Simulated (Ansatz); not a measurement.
WN$_{2}$:
```
CELL_PARAMETERS angstrom
      2.90152     0.00000     0.00000
     -1.45076     2.51279     0.00000
      0.00000     0.00000     7.73968
ATOMIC_POSITIONS crystal
  W  0.33333 0.66667 0.75000
  W  0.66667 0.33333 0.25000
  N  0.00000 0.00000 0.90987
  N  0.00000 0.00000 0.09013
  N  0.00000 0.00000 0.40987
  N  0.00000 0.00000 0.59013
```

PBEsol (plane waves, PAW; program Ansatz) gives a gap of 1.27 eV without spin–orbit coupling, maximum at H, minimum on the K–Γ line, 20 % of the way from K.

**Question.** What happens when spin–orbit coupling is switched on?

**Answer.** The gap drops by 0.17 eV, to 1.10 eV; maximum at H, minimum on the K–Γ line, 20 % of the way from K.

**Question.** Give the electron effective mass with spin–orbit coupling.

**Answer.** 0.31, 0.46, 0.52 mₑ (principal values).

Space group P6_3/mmc. The workflow started from a Materials Project entry (that database holds measured and hypothetical structures alike); the Crystallography Open Database copy checked does not list it. Whether it is the stable phase at ambient conditions was not checked. The cell was relaxed with PBEsol under the symmetry of its start; its stability against distortions is not shown here. The run is not spin-polarised.

Potentials: the later of the program's two PAW sets.
